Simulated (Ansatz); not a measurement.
Given:

PdCl₂:
```cif
data_Cl4Pd2
_chemical_formula_sum 'Pd2 Cl4'
_space_group_name_H-M_alt 'P21/c'
_space_group_IT_number 14
_space_group_name_Hall '-P 2ybc'
_cell_length_a 5.31982
_cell_length_b 3.80060
_cell_length_c 6.34428
_cell_angle_alpha 90.000
_cell_angle_beta 107.246
_cell_angle_gamma 90.000
loop_
_atom_site_label
_atom_site_type_symbol
_atom_site_symmetry_multiplicity
_atom_site_Wyckoff_symbol
_atom_site_fract_x
_atom_site_fract_y
_atom_site_fract_z
_atom_site_occupancy
Pd1 Pd 2 c 0.00000 0.00000 0.50000 1
Cl1 Cl 4 e 0.26069 0.25528 0.31702 1
```

This is the LDA-relaxed structure.

### Question
All from DFT-LDA in the program Ansatz with PAW potentials, unless another level is named. Estimate the gap with spin–orbit coupling.

### Answer
0.45 eV.

### Question
What about the HSE06 gap on the LDA cell?

### Answer
2.12 eV.

### Question
Next, the electron effective mass?

### Answer
0.34, 0.68, 1.0 mₑ (principal values).

### Question
Next, the weight of the conduction-edge state by species (Voronoi cells)?

### Answer
Pd 55 %, Cl 45 %.

Space group P2_1/c. The workflow started from a Materials Project entry (that database holds measured and hypothetical structures alike); the Crystallography Open Database copy checked does not list it. COD files the formula under space group No. 58, so this cell is another polymorph or a model. Its standing as an ambient phase is unchecked. Symmetry was held in the LDA relaxation; its stability against distortions is not shown here. No spin polarisation was allowed. A crystal of weakly bound layers computed without a dispersion correction: the cell and the soft elastic constants depend strongly on that. Spin–orbit coupling is left out wherever it is not named.

Potentials: the later of the program's two PAW sets.
